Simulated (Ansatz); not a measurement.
Task: Each is relaxed and computed with r²SCAN in the plane-wave PAW code Ansatz. Which is the only one with a gap?
A) NbInO4, P2/c (Nb on 2e, In on 2f, O on 4g, O on 4g)
B) La2InGe2, P4/mbm (La on 4h, In on 2a, Ge on 4g)
C) Nb2GaC, P6_3/mmc (Nb on 4f, Ga on 2d, C on 2a)
D) NbSiAs, P4/nmm (Nb on 2c, Si on 2a, As on 2c)

Result: A, NbInO4, P2/c (Nb on 2e, In on 2f, O on 4g, O on 4g). NbInO4: gap 3.77 eV (indirect); NbSiAs: metal; La2InGe2: metal; Nb2GaC: metal. Standing as an ambient phase not checked: NbInO4, P2/c (Nb on 2e, In on 2f, O on 4g, O on 4g); NbSiAs, P4/nmm (Nb on 2c, Si on 2a, As on 2c); La2InGe2, P4/mbm (La on 4h, In on 2a, Ge on 4g); Nb2GaC, P6_3/mmc (Nb on 4f, Ga on 2d, C on 2a). All cells were relaxed under the symmetry of their starts (and spin orders); stability against distortions was not tested throughout. Rows with no word on spin ran without spin polarisation. Scalar-relativistic: spin–orbit coupling is off unless named, which matters more the heavier the elements.

Potentials: the earlier of the program's two PAW sets.
